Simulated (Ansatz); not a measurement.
**WC: tetragonal deformation path**

All numbers below come from Ansatz 0.2.0, DFT PBEsol, scalar-relativistic, plane waves, PAW. The runs took a 420 eV cutoff, a Γ-centred 20×20×20 mesh and Gaussian smearing (0.15 eV). Spin–orbit coupling is left out, which can shift energies with elements as heavy as these. No spin polarisation. Energies are free energies at this smearing, counted from the undisturbed cell; pressure is positive in compression.

Reference structure (as given, not relaxed at this level; it stands at -10.1 GPa; this rock-salt form isn't the usual structure):

```yaml
crystal:
  lattice:
    - [0.00000, 2.19268, 2.19268]
    - [2.19268, 0.00000, 2.19268]
    - [2.19268, 2.19268, 0.00000]
  atoms:
    - { symbol: W, position: [0.00000, 0.00000, 0.00000] }
    - { symbol: C, position: [0.50000, 0.50000, 0.50000] }
```

At fixed volume and fractional coordinates, lengths along (0.000, 0.000, 1.000) are scaled against those across it; ρ is that ratio over its starting value. The cell is metallic on the mesh throughout. At -10 GPa the given cell is far from its own equilibrium, so these figures belong to a strongly strained crystal.

| ρ | ΔE (meV/atom) |
| --- | --- |
| 0.707 | 2206.3 |
| 0.780 | 1023.2 |
| 0.850 | 391.9 |
| 1.000 | 0.0 |
| 1.200 | 311.4 |
| 1.414 | 1029.6 |

(1) Predict the pressure (GPa) at each point.

## Answers

(1)
```
    ρ  pressure (GPa)
0.707            79.1
0.780            39.6
0.850            11.5
1.000           -10.1
1.200            13.6
1.414            66.8
```